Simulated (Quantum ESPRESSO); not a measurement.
```cif
data_ClRb
_chemical_formula_sum 'Cl1 Rb1'
_space_group_name_H-M_alt 'Pm-3m'
_space_group_IT_number 221
_space_group_name_Hall '-P 4 2 3'
_cell_length_a 3.96380
_cell_length_b 3.96380
_cell_length_c 3.96380
_cell_angle_alpha 90.000
_cell_angle_beta 90.000
_cell_angle_gamma 90.000
loop_
_atom_site_label
_atom_site_type_symbol
_atom_site_symmetry_multiplicity
_atom_site_Wyckoff_symbol
_atom_site_fract_x
_atom_site_fract_y
_atom_site_fract_z
_atom_site_occupancy
Cl1 Cl 1 b 0.50000 0.50000 0.50000 1
Rb1 Rb 1 a 0.00000 0.00000 0.00000 1
```

The PBEsol cell relaxed from Materials Project entry mp-23299 was given an isotropic strain of +2 % on all lattice vectors, and the atoms were relaxed again.

Task: What does PBEsol (Quantum ESPRESSO, PseudoDojo norm-conserving, 58 Ry, no spin-orbit coupling) give for the electronic structure near the Fermi level?

Result: The PBEsol gap is indirect, 4.68 eV, from M to Γ; the smallest direct gap is 4.78 eV. 

This is not the ordinary phase of the substance.
